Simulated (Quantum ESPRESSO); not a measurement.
# Computed NMR tensors in SrTiO$_{3}$

```
CELL_PARAMETERS angstrom
      3.91270     0.00000     0.00000
      0.00000     3.91270     0.00000
      0.00000     0.00000     3.91270
ATOMIC_POSITIONS crystal
  Sr 0.00000 0.00000 0.00000
  Ti 0.50000 0.50000 0.50000
  O  0.50000 0.00000 0.50000
  O  0.00000 0.50000 0.50000
  O  0.50000 0.50000 0.00000
```
The cell comes from the Materials Project (a computed structure). It is SrTiO3 in Pm-3m. Stability against distortions was not tested. The run has no spin polarisation.

Computed: shieldings by PBE GIPAW (a modified build of Quantum ESPRESSO, JTH PAW datasets), 22.5 Ha, k-mesh 7×7×7 shifted, f-sum rule met within 0.01 %.

```
site               site symmetry  σ_iso (ppm)  span Ω (ppm)
-----------------  -------------  -----------  ------------
Sr (atom 1)                 m-3m         2943             0
Ti (atom 2)                 m-3m         -262             0
O (atoms 3, 4, 5)          4/mmm         -289           444
```

Ω = σ33 − σ11 of the symmetric part; where symmetry doesn't make it nil, it is less certain than σ_iso.

These are absolute shieldings with no macroscopic susceptibility term; δ = σ_ref − σ needs a reference computed alike. In our sweeps, cutoffs and meshes of this size left a few ppm, and up to some 20 ppm on atoms from Zn on. No spin–orbit coupling; Sr is the heaviest element present. The structure is static (0 K, no zero-point motion).
